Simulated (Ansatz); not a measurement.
SiO₂ in space group P4_12_12 (No. 92; Si on 4a, O on 8b) is relaxed with r²SCAN (plane waves, PAW; program Ansatz). What lattice parameters of the conventional cell result?

a = 4.983 Å, c = 6.921 Å.

Give the free coordinates with the occupied sites.

In one choice of origin and axes:

```json
[
 {"atom": "Si", "site": "4a", "symmetry": "..2", "x": "0.3021", "y": "0.3021", "z": "0.0000"},
 {"atom": "O", "site": "8b", "symmetry": "1", "x": "0.2383", "y": "0.1086", "z": "0.1811"}
]
```

Is it a metal or does it have a gap at this level?

A gap of 6.35 eV, direct.

The r²SCAN relaxation kept the symmetry of its start; phonons on a q-mesh show no instability.

Potentials: the earlier of the program's two PAW sets.
